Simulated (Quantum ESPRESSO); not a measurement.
## Ga2SiMgN4 (finding a planted mistake in a log)

A calculation, not a measurement. The program is pw.x of Quantum ESPRESSO 7.5 (plane-wave density functional theory). The cell is made up: 8 atoms on a zincblende/diamond lattice, with randomly drawn elements, strain and displacements, not relaxed. PseudoDojo standard norm-conserving files (v0.5 for PBE, v0.4.1 for LDA and PBEsol) set the functional; there is no spin polarisation, spin-orbit coupling or dispersion term, and the masses in the input are unused placeholders.

Intended input:

```
&control calculation='scf', pseudo_dir='./dojo.nc.sr.pbe.v0_5.standard.upf', outdir='./o', disk_io='medium', tprnfor=.true., tstress=.true. /
&system ibrav=0, nat=8, ntyp=4, nbnd=36, ecutwfc=84.00895049, nosym=.true., tot_charge=0,
 occupations='smearing', smearing='fd', degauss=0.0018374661
/
&electrons conv_thr=7.350e-09, electron_maxstep=60, /
ATOMIC_SPECIES
Ga 1.0 Ga.upf
Mg 1.0 Mg.upf
N 1.0 N.upf
Si 1.0 Si.upf
CELL_PARAMETERS angstrom
4.3672 0.0509 0.0242
0.0509 4.5057 -0.0071
0.0242 -0.0071 4.3437
ATOMIC_POSITIONS angstrom
Ga -0.0352 -0.0564 0.053
Si 0.0287 2.2596 2.1826
Ga 2.1734 0.0256 2.1746
Mg 2.1866 2.2966 0.0293
N 1.0897 1.0842 1.0542
N 1.1496 3.3937 3.2748
N 3.3213 1.1789 3.236
N 3.3452 3.4132 1.0996
K_POINTS automatic
4 4 4 1 1 1
```

The log is shortened where brackets say so; the opening notice, blank lines, dates and the lines on written files are dropped, and the path of the files is cut. It prints rydbergs, bohrs and kilobars, and counts compression as positive stress.

Log of the intended run:

```
     Program PWSCF v.7.5
     Parallel version (MPI & OpenMP), running on       1 processor cores
     Number of MPI processes:                 1
     Threads/MPI process:                     1
     [start-up lines left out]
     bravais-lattice index     =            0
     lattice parameter (alat)  =       8.2535  a.u.
     unit-cell volume          =     576.7000 (a.u.)^3
     number of atoms/cell      =            8
     number of atomic types    =            4
     number of electrons       =        60.00
     number of Kohn-Sham states=           36
     kinetic-energy cutoff     =      84.0090  Ry
     charge density cutoff     =     336.0358  Ry
     scf convergence threshold =      7.3E-09
     mixing beta               =       0.7000
     number of iterations used =            8  plain     mixing
     Exchange-correlation= PBE
                           (   1   4   3   4   0   0   0)
     [axes and pseudopotential details left out]
   Cartesian axes
     site n.     atom                  positions (alat units)
         1        Ga     tau(   1) = (  -0.0080594  -0.0129134   0.0121349  )
         2        Si     tau(   2) = (   0.0065712   0.5173594   0.4997294  )
         3        Ga     tau(   3) = (   0.4976230   0.0058614   0.4978977  )
         4        Mg     tau(   4) = (   0.5006453   0.5258309   0.0067085  )
         5        N      tau(   5) = (   0.2494984   0.2482391   0.2413703  )
         6        N      tau(   6) = (   0.2632131   0.7770236   0.7498002  )
         7        N      tau(   7) = (   0.7604468   0.2699217   0.7409165  )
         8        N      tau(   8) = (   0.7659190   0.7814883   0.2517651  )
     number of k points=    32  Fermi-Dirac smearing, width (Ry)=  0.0018
                       cart. coord. in units 2pi/alat
        k(    1) = (   0.1229183   0.1199764   0.1251980), wk =   0.0625000
        k(    2) = (   0.1215205   0.1203883   0.3765800), wk =   0.0625000
     [further k points left out]
     Dense  grid:    59925 G-vectors     FFT dimensions: (  50,  50,  48)
     Estimated max dynamical RAM per process >      76.17 MB
     Initial potential from superposition of free atoms
     starting charge      59.9932, renormalised to      60.0000
     Starting wfcs are   43 randomized atomic wfcs
     total cpu time spent up to now is        5.9 secs
     per-process dynamical memory:    44.8 Mb
     Self-consistent Calculation
     iteration #  1     ecut=    84.01 Ry     beta= 0.70
     Davidson diagonalization with overlap
     ethr =  1.00E-02,  avg # of iterations =  3.2
     total cpu time spent up to now is       17.9 secs
     total energy              =    -515.43890615 Ry
     estimated scf accuracy    <       2.28937730 Ry
     iteration #  2     ecut=    84.01 Ry     beta= 0.70
     Davidson diagonalization with overlap
     ethr =  3.82E-03,  avg # of iterations =  2.5
     total cpu time spent up to now is       32.3 secs
     total energy              =    -516.12840737 Ry
     estimated scf accuracy    <       1.90985797 Ry
     [iterations 3 to 10 left out]
     iteration # 11     ecut=    84.01 Ry     beta= 0.70
     Davidson diagonalization with overlap
     ethr =  2.69E-10,  avg # of iterations =  3.4
     total cpu time spent up to now is      135.0 secs
     total energy              =    -516.45618649 Ry
     estimated scf accuracy    <       0.00000001 Ry
     iteration # 12     ecut=    84.01 Ry     beta= 0.70
     Davidson diagonalization with overlap
     ethr =  1.73E-11,  avg # of iterations =  2.3
     total cpu time spent up to now is      143.5 secs
     End of self-consistent calculation
     [lines on levels left out]
!    total energy              =    -516.45618649 Ry
     estimated scf accuracy    <          6.2E-09 Ry
     smearing contrib. (-TS)   =       0.00000000 Ry
     internal energy E=F+TS    =    -516.45618649 Ry
     The total energy is F=E-TS. E is the sum of the following terms:
     one-electron contribution =    -208.91567060 Ry
     hartree contribution      =     148.59837892 Ry
     xc contribution           =    -128.01246490 Ry
     ewald contribution        =    -328.12642991 Ry
     convergence has been achieved in  12 iterations
     Forces acting on atoms (cartesian axes, Ry/au):
     atom    1 type  1   force =     0.01244306    0.05849072   -0.05383590
     atom    2 type  4   force =     0.00536933   -0.02426645   -0.00227173
     atom    3 type  1   force =     0.01038547    0.00928392    0.02329824
     atom    4 type  2   force =     0.01678445   -0.02607800    0.00577745
     atom    5 type  3   force =    -0.07584164    0.07811258    0.09238442
     atom    6 type  3   force =    -0.09225969   -0.04946982   -0.11244446
     atom    7 type  3   force =     0.07589972    0.03418378   -0.06482821
     atom    8 type  3   force =     0.04721930   -0.08025672    0.11192018
     Total force =     0.291804     Total SCF correction =     0.000076
     Computing stress (Cartesian axis) and pressure
          total   stress  (Ry/bohr**3)                   (kbar)     P=      114.51
   0.00095552  -0.00013738  -0.00019341          140.56      -20.21      -28.45
  -0.00013738   0.00047215  -0.00012626          -20.21       69.46      -18.57
  -0.00019341  -0.00012626   0.00090768          -28.45      -18.57      133.52
     init_run     :      5.42s CPU      5.78s WALL (       1 calls)
     electrons    :    128.57s CPU    137.56s WALL (       1 calls)
     forces       :      1.42s CPU      1.45s WALL (       1 calls)
     stress       :      4.60s CPU      4.63s WALL (       1 calls)
     [timing details left out]
     PWSCF        :   2m20.18s CPU   2m29.67s WALL
     JOB DONE.
```

A second run was made from an input with one planted mistake. Its log:

```
     Program PWSCF v.7.5
     Parallel version (MPI & OpenMP), running on       1 processor cores
     Number of MPI processes:                 1
     Threads/MPI process:                     1
     [start-up lines left out]
     bravais-lattice index     =            0
     lattice parameter (alat)  =       8.1099  a.u.
     unit-cell volume          =     547.1131 (a.u.)^3
     number of atoms/cell      =            8
     number of atomic types    =            4
     number of electrons       =        60.00
     number of Kohn-Sham states=           36
     kinetic-energy cutoff     =      84.0090  Ry
     charge density cutoff     =     336.0358  Ry
     scf convergence threshold =      7.3E-09
     mixing beta               =       0.7000
     number of iterations used =            8  plain     mixing
     Exchange-correlation= PBE
                           (   1   4   3   4   0   0   0)
     [axes and pseudopotential details left out]
   Cartesian axes
     site n.     atom                  positions (alat units)
         1        Ga     tau(   1) = (  -0.0080623  -0.0129091   0.0121401  )
         2        Si     tau(   2) = (   0.0065710   0.5173646   0.4997254  )
         3        Ga     tau(   3) = (   0.4976282   0.0058720   0.4979078  )
         4        Mg     tau(   4) = (   0.5006574   0.5258231   0.0067109  )
         5        N      tau(   5) = (   0.2494899   0.2482316   0.2413809  )
         6        N      tau(   6) = (   0.2632145   0.7770140   0.7497978  )
         7        N      tau(   7) = (   0.7604466   0.2699253   0.7409199  )
         8        N      tau(   8) = (   0.7659224   0.7814879   0.2517734  )
     number of k points=    32  Fermi-Dirac smearing, width (Ry)=  0.0018
                       cart. coord. in units 2pi/alat
        k(    1) = (   0.1229181   0.1199772   0.1251983), wk =   0.0625000
        k(    2) = (   0.1215190   0.1203905   0.3765808), wk =   0.0625000
     [further k points left out]
     Dense  grid:    56955 G-vectors     FFT dimensions: (  48,  50,  48)
     Estimated max dynamical RAM per process >      72.72 MB
     Initial potential from superposition of free atoms
     starting charge      59.9932, renormalised to      60.0000
     Starting wfcs are   43 randomized atomic wfcs
     total cpu time spent up to now is        5.2 secs
     per-process dynamical memory:    46.9 Mb
     Self-consistent Calculation
     iteration #  1     ecut=    84.01 Ry     beta= 0.70
     Davidson diagonalization with overlap
     ethr =  1.00E-02,  avg # of iterations =  3.2
     total cpu time spent up to now is       13.7 secs
     total energy              =    -515.40411538 Ry
     estimated scf accuracy    <       2.33357667 Ry
     iteration #  2     ecut=    84.01 Ry     beta= 0.70
     Davidson diagonalization with overlap
     ethr =  3.89E-03,  avg # of iterations =  2.4
     total cpu time spent up to now is       23.1 secs
     total energy              =    -516.12165688 Ry
     estimated scf accuracy    <       1.73845864 Ry
     [iterations 3 to 10 left out]
     iteration # 11     ecut=    84.01 Ry     beta= 0.70
     Davidson diagonalization with overlap
     ethr =  1.03E-10,  avg # of iterations =  3.8
     total cpu time spent up to now is       98.6 secs
     total energy              =    -516.42084372 Ry
     estimated scf accuracy    <          9.2E-09 Ry
     iteration # 12     ecut=    84.01 Ry     beta= 0.70
     Davidson diagonalization with overlap
     ethr =  1.54E-11,  avg # of iterations =  2.0
     total cpu time spent up to now is      106.7 secs
     End of self-consistent calculation
     [lines on levels left out]
!    total energy              =    -516.42084371 Ry
     estimated scf accuracy    <          3.6E-09 Ry
     smearing contrib. (-TS)   =       0.00000000 Ry
     internal energy E=F+TS    =    -516.42084371 Ry
     The total energy is F=E-TS. E is the sum of the following terms:
     one-electron contribution =    -200.12562643 Ry
     hartree contribution      =     145.95271668 Ry
     xc contribution           =    -128.30937958 Ry
     ewald contribution        =    -333.93855437 Ry
     convergence has been achieved in  12 iterations
     Forces acting on atoms (cartesian axes, Ry/au):
     atom    1 type  1   force =     0.01134893    0.06643058   -0.06078797
     atom    2 type  4   force =     0.00915984   -0.02467134   -0.00250128
     atom    3 type  1   force =     0.01210848    0.00976009    0.02784349
     atom    4 type  2   force =     0.01872185   -0.02816132    0.00869540
     atom    5 type  3   force =    -0.08200591    0.09021476    0.09750109
     atom    6 type  3   force =    -0.09847242   -0.05752868   -0.12359181
     atom    7 type  3   force =     0.08169094    0.03763584   -0.06862747
     atom    8 type  3   force =     0.04744827   -0.09367992    0.12146855
     Total force =     0.320008     Total SCF correction =     0.000051
     Computing stress (Cartesian axis) and pressure
          total   stress  (Ry/bohr**3)                   (kbar)     P=      242.23
   0.00183047  -0.00012572  -0.00022763          269.27      -18.49      -33.49
  -0.00012572   0.00133930  -0.00017367          -18.49      197.02      -25.55
  -0.00022763  -0.00017367   0.00177011          -33.49      -25.55      260.39
     init_run     :      4.77s CPU      5.09s WALL (       1 calls)
     electrons    :     93.03s CPU    101.51s WALL (       1 calls)
     forces       :      1.22s CPU      1.25s WALL (       1 calls)
     stress       :      4.62s CPU      4.65s WALL (       1 calls)
     [timing details left out]
     PWSCF        :   1m43.88s CPU   1m52.93s WALL
     JOB DONE.
```

Question: what was wrong in the second input?

Answer: the cell and the positions are scaled by a wrong factor. The input lines that differ, file-writing options aside:

```
- 4.3672 0.0509 0.0242
+ 4.2912 0.05 0.0238
- 0.0509 4.5057 -0.0071
+ 0.05 4.4273 -0.007
- 0.0242 -0.0071 4.3437
+ 0.0238 -0.007 4.2681
- Ga -0.0352 -0.0564 0.053
+ Ga -0.0346 -0.0554 0.0521
- Si 0.0287 2.2596 2.1826
+ Si 0.0282 2.2203 2.1446
- Ga 2.1734 0.0256 2.1746
+ Ga 2.1356 0.0252 2.1368
- Mg 2.1866 2.2966 0.0293
+ Mg 2.1486 2.2566 0.0288
- N 1.0897 1.0842 1.0542
+ N 1.0707 1.0653 1.0359
- N 1.1496 3.3937 3.2748
+ N 1.1296 3.3346 3.2178
- N 3.3213 1.1789 3.236
+ N 3.2635 1.1584 3.1797
- N 3.3452 3.4132 1.0996
+ N 3.287 3.3538 1.0805
```

|  | intended run | run with the mistake |
| --- | --- | --- |
| free energy (eV) | -7026.744 | -7026.264 |
| smearing term -TS (eV) | 0.0000 | 0.0000 |
| pressure (GPa) | 11.45 | 24.22 |
| largest force component (eV/Å) | 2.891 | 3.178 |
| largest change of a force component (eV/Å) |  | 0.345 |
| iterations | 12 | 12 |

For scale, a rerun of the intended cell at 1437 eV and a 6 x 6 x 6 mesh moved values by no more than 0.004 eV in energy, 0.02 GPa in stress and 0.004 eV/Å in force.